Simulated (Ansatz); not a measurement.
The elements of this relaxed trial crystal are hidden behind letters.

```
lattice vectors (Å)
   4.0031    0.0000    0.0000
   0.0000    4.0031    0.0000
   0.0000    0.0000   11.3162
fractional positions
X 0.5000 0.0000 0.8848
X 0.0000 0.5000 0.1152
X 0.5000 0.0000 0.3716
X 0.0000 0.5000 0.6284
Z 0.5000 0.5000 0.2434
Z 0.0000 0.0000 0.5000
Z 0.5000 0.5000 0.7566
Q 0.0000 0.0000 0.0000
```

All numbers below come from DFT PBE, scalar-relativistic, plane waves, PAW (Ansatz). Plane waves to 420 eV, an 8×8×4 mesh through Γ for the 8-atom cell and 0.02 eV Gaussian smearing; no spin polarisation.

| Item | Value |
| --- | --- |
| Space group | P-4m2 (No. 115) |
| Conventional cell | a = 4.003 Å, c = 11.316 Å |
| Volume per atom | 22.67 Å³ |
| Density | 4.86 g/cm³ |
| Formation energy | −0.734 eV/atom |
| Gap on the 8×8×4 mesh of the 8-atom cell | 1.30 eV |

Energies are uncorrected and count from the elements' standard states at the same level.

Task: X is a d-block element of period 4, Z is a p-block element of period 4 and Q is a p-block element of period 3. Which elements are they?

Result: X = Zn, Z = Se, Q = S, so the formula is Zn4Se3S. Density times volume gives a mean mass of 4.86 × 22.67/1.6605 = 66.4 u per atom, and this set has 66.3 u. Among the elements that the hints allow, noble gases aside, only these give it. Zn on its first site has 2 S at 2.39 Å and 2 Se at 2.47 Å; Se on a site of symmetry 2mm is surrounded by 4 Zn at 2.47 Å; around S lie 4 Zn at 2.39 Å; 2 more sites not described.

Kohn–Sham gaps at this level usually fall short of measured ones. A later test with randomly moved atoms came back to the same energy, though modes that don't fit the test's cell weren't probed.
